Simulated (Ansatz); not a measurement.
CsPbBr3:
```cif
data_Br3CsPb
_chemical_formula_sum 'Cs1 Pb1 Br3'
_space_group_name_H-M_alt 'P 1'
_space_group_IT_number 1
_cell_length_a 5.93406
_cell_length_b 5.93406
_cell_length_c 5.93406
_cell_angle_alpha 90.000
_cell_angle_beta 90.000
_cell_angle_gamma 90.000
loop_
_space_group_symop_operation_xyz
  'x, y, z'
loop_
_atom_site_label
_atom_site_type_symbol
_atom_site_fract_x
_atom_site_fract_y
_atom_site_fract_z
_atom_site_occupancy
Cs1 Cs 0.00000 0.00000 0.00000 1
Pb1 Pb 0.50000 0.50000 0.50000 1
Br1 Br 0.00000 0.50000 0.50000 1
Br2 Br 0.50000 0.50000 0.00000 1
Br3 Br 0.50000 0.00000 0.50000 1
```

Relaxed with r²SCAN.

Question: Decompose the optical modes at the zone centre into irreducible representations, and say which are infrared and Raman allowed.

Answer: Point group m-3m: Γ_opt = 3T1u + T2u. Infrared: T1u. Raman: none.

Question: Assign frequencies (DFPT, DFT-r²SCAN in the program Ansatz with PAW potentials; without the LO–TO term).

Answer: T1u 11, T2u 25, T1u 42, T1u 90 cm⁻¹.

Space group Pm-3m (cubic perovskite). This is a known high-temperature phase of the composition, computed here at zero pressure and temperature. The cell was relaxed with r²SCAN under the symmetry of its start; of distortions, only those at the zone centre were tested. Spin–orbit coupling is left out wherever it is not named.

Potentials: the later of the program's two PAW sets.
